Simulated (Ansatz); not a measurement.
BeSe (zinc blende, F-43m) at seven volumes, DFT-PBEsol in the program Ansatz with PAW potentials, scaled uniformly. One row is withheld.

| V (Å³/atom) | P (GPa) |
|---|---|
| 15.347 | 9.00 |
| 15.853 | 5.54 |
| 16.359 | 2.57 |
| 16.865 | 0.00 |
| 17.371 | -2.22 |
| 17.877 | -4.14 |
| 18.383 | ? |

Question: Fit the shown pressures and predict the withheld one.

Answer: P = (3/2)B₀(x^(7/2) − x^(5/2))[1 + (3/4)(B′ − 4)(x − 1)] with x = (V₀/V)^(2/3). Least squares on the six rows gives V₀ = 16.865 Å³/atom, B₀ = 79.5 GPa, B′ = 3.87. At V = 18.383, x = 0.9442 and P = -5.80 GPa. The run itself gave -5.80 GPa.

The cell was relaxed with PBEsol under the symmetry of its start.

Potentials: the later of the program's two PAW sets.
